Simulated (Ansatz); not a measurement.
The relaxed structure here is a generated cell of GeS: the first start was made by placing the elements on the sites of a structure type, and the end was not matched to a known phase here, so it may be hypothetical.

A relaxed structure of GeS. Space group Pmc2₁ (No. 26). All values below come from PBEsol (plane waves to 420 eV, PAW, scalar-relativistic; Ansatz, a first-principles code).

```cif
data_Ge4S4
_chemical_formula_sum 'Ge4 S4'
_space_group_name_H-M_alt 'Pmc21'
_space_group_IT_number 26
_space_group_name_Hall 'P 2c -2'
_cell_length_a 3.71438
_cell_length_b 5.56295
_cell_length_c 7.50264
_cell_angle_alpha 90.000
_cell_angle_beta 90.000
_cell_angle_gamma 90.000
loop_
_atom_site_label
_atom_site_type_symbol
_atom_site_symmetry_multiplicity
_atom_site_Wyckoff_symbol
_atom_site_fract_x
_atom_site_fract_y
_atom_site_fract_z
_atom_site_occupancy
Ge1 Ge 2 b 0.50000 0.49840 0.44200 1
Ge2 Ge 2 a 0.00000 0.06742 0.60230 1
S1 S 2 b 0.50000 0.10036 0.82019 1
S2 S 2 a 0.00000 0.36667 0.14709 1
```

Problem. Predict the band gap from PBEsol.

Solution. 0.34 eV, indirect (valence top at Γ, conduction bottom at S) (no spin-orbit coupling).

Problem. Give the smallest direct gap at the level PBEsol.

Solution. 0.77 eV at Y.

No spin polarisation in the result.

It was reached from a disturbed copy of a P6₃/mmc (No. 194) cell (NiAs type), against which it lies -0.11 eV/atom.
